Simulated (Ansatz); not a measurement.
**Computed energy against volume: Sc3SnB (anti-perovskite)**

Sc3SnB (anti-perovskite)

Space group Pm-3m (No. 221); a = b = c = 4.6022 Å, α = β = γ = 90.00°

```csv
atom,site,symmetry,x,y,z
Sc,3c,4/mm.m,0.0000,0.5000,0.5000
Sn,1a,m-3m,0.0000,0.0000,0.0000
B,1b,m-3m,0.5000,0.5000,0.5000
```

E(V) scan at fixed shape, V₀ the volume above. Symmetry pins the atoms to their sites.

These are PBEsol (plane waves to 420 eV, PAW, scalar-relativistic; Ansatz, a program for electronic structure) values and carry that method's errors. k mesh 10×10×10 (Γ-centred), Fermi-Dirac smearing 0.05 eV. Energies are smeared free energies. Compression counts positive. At this level the bands of Sc3SnB touch or barely overlap. Sc3SnB is run without spin polarisation. Sc3SnB was relaxed with its symmetry unable to fall. The zero of ΔE is the relaxed starting cell.

```json
[
 {"V (Å³/cell)": "87.73", "ΔE (eV/atom)": "0.064", "P (GPa)": "11.4"},
 {"V (Å³/cell)": "89.36", "ΔE (eV/atom)": "0.043", "P (GPa)": "9.1"},
 {"V (Å³/cell)": "90.98", "ΔE (eV/atom)": "0.027", "P (GPa)": "7.0"},
 {"V (Å³/cell)": "92.60", "ΔE (eV/atom)": "0.015", "P (GPa)": "5.0"},
 {"V (Å³/cell)": "94.23", "ΔE (eV/atom)": "0.006", "P (GPa)": "3.2"},
 {"V (Å³/cell)": "95.85", "ΔE (eV/atom)": "0.002", "P (GPa)": "1.5"},
 {"V (Å³/cell)": "97.48", "ΔE (eV/atom)": "0.000", "P (GPa)": "0.0"},
 {"V (Å³/cell)": "99.10", "ΔE (eV/atom)": "0.001", "P (GPa)": "-1.4"},
 {"V (Å³/cell)": "100.73", "ΔE (eV/atom)": "0.006", "P (GPa)": "-2.7"},
 {"V (Å³/cell)": "102.35", "ΔE (eV/atom)": "0.012", "P (GPa)": "-3.9"},
 {"V (Å³/cell)": "103.98", "ΔE (eV/atom)": "0.022", "P (GPa)": "-5.0"},
 {"V (Å³/cell)": "105.60", "ΔE (eV/atom)": "0.033", "P (GPa)": "-6.1"},
 {"V (Å³/cell)": "107.23", "ΔE (eV/atom)": "0.046", "P (GPa)": "-7.0"}
]
```

Key numbers:

The pressure at the smallest volume is 11.4 GPa and the energy cost of the largest compression is 64 meV/atom. The energy cost of the largest expansion is 46 meV/atom, the bulk modulus B₀ (third-order Birch-Murnaghan fit) is 88.6 GPa and the pressure derivative B₀′ (fit) is 3.9. The equilibrium volume of the fit comes out as 19.50 Å³/atom and the pressure for 5 % compression (fit) comes out as 5.0 GPa.

(Under strain, the slope of the energy per volume gives the stress and its curvature an elastic modulus.)
